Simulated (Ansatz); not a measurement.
Crystals of one structure type (hcp (Mg type)), relaxed and computed with plane-wave PAW PBE+D3(BJ) (Ansatz code).

| crystal | a (Å) | V (Å³/atom) | spin order and moments (μB) |
|---|---|---|---|
| Mg | [?] | [?] | not spin-polarised |
| Sc | 3.268 | 23.46 | not spin-polarised |
| Co | 2.470 | 10.54 | ferromagnetic; net 1.59 per atom; largest site about 1.7 |
| Tc | 2.730 | 14.10 | not spin-polarised |
| Lu | 3.456 | 27.81 | not spin-polarised |
| Hf | 3.171 | 21.84 | not spin-polarised |
| Os | 2.736 | 14.01 | not spin-polarised |
| Tl | 3.494 | 29.55 | not spin-polarised |

Problem. Fill in the missing entries.

Solution. 
- Mg, a (Å): 3.151
- Mg, V (Å³/atom): 21.70

Spin orders computed, not proven ground states: Co, hcp (Mg type) ferromagnetic. All cells were relaxed under the symmetry of their starts (and spin orders); stability against distortions was not tested throughout. Rows with no word on spin ran without spin polarisation. Scalar-relativistic: spin–orbit coupling is off unless named, which matters more the heavier the elements.

Potentials: the earlier of the program's two PAW sets.
